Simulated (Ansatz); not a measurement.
Computed with DFT PBE, scalar-relativistic, plane waves, PAW (Ansatz 0.2.0). All cells share a 420 eV cutoff and Γ-centred k meshes spaced at most about 0.3 Å⁻¹ (about 0.25 or finer for metals, 2π included). No spin polarisation in the final relaxations.

All energies are static (0 K, no zero-point motion). All come from trial cells, and lower structures may exist.

Task: These unrelaxed guesses for HfSc2O3 are each relaxed within their symmetry. Order them by the energy at which they end, lowest first.
A.

```
Hf Sc O
1.0
     3.37496    0.00000    0.00000
     0.00000    3.37496    0.00000
     0.00000    0.00000    7.43535
Hf Sc O
1 2 3
Direct
  0.00000 0.00000 0.00000
  0.00000 0.50000 0.73150
  0.50000 0.00000 0.26850
  0.00000 0.50000 0.38350
  0.50000 0.00000 0.61650
  0.50000 0.50000 0.00000
```

B.

```
Hf Sc O
1.0
     4.19406    0.00000    0.00000
    -2.09703    3.63216    0.00000
     0.00000    0.00000    6.41475
Hf Sc O
1 2 3
Cartesian
  0.0000 0.0000 0.0000
  0.0000 2.4214 3.2074
  2.0970 1.2107 3.2074
  2.0970 0.0000 0.0000
  -1.0485 1.8161 0.0000
  1.0485 1.8161 0.0000
```

C.

```
Hf Sc O
1.0
     3.17701    0.00000    0.00000
    -1.58851    2.75137    0.00000
     0.00000    0.00000    7.75484
Hf Sc O
1 2 3
Cartesian
  0.0000 0.0000 0.0000
  0.0000 1.8342 5.1632
  1.5885 0.9171 2.5917
  0.0000 1.8342 1.3386
  1.5885 0.9171 6.4162
  0.0000 0.0000 3.8774
```

D.

```
Hf Sc O
1.0
     5.08325    0.00000    0.00000
    -2.54162    4.40222    0.00000
     0.00000    0.00000    3.82000
Hf Sc O
1 2 3
Direct
  0.00000 0.00000 0.00000
  0.66667 0.33333 0.00000
  0.33333 0.66667 0.00000
  0.50000 0.00000 0.50000
  0.50000 0.50000 0.50000
  0.00000 0.50000 0.50000
```

Result: B (ends in P6/mmm, 0 meV/atom), C (ends in P-3m1, 33 meV/atom), A (ends in P-4m2, 110 meV/atom), D (ends in P6/mmm, 0.56 eV/atom).

Spin–orbit coupling, which can matter for Hf, is left out. Cells relaxed within their symmetry can be saddle points. Some structure types and database cells were kept out of the candidates from the start, so a known form may be missing.
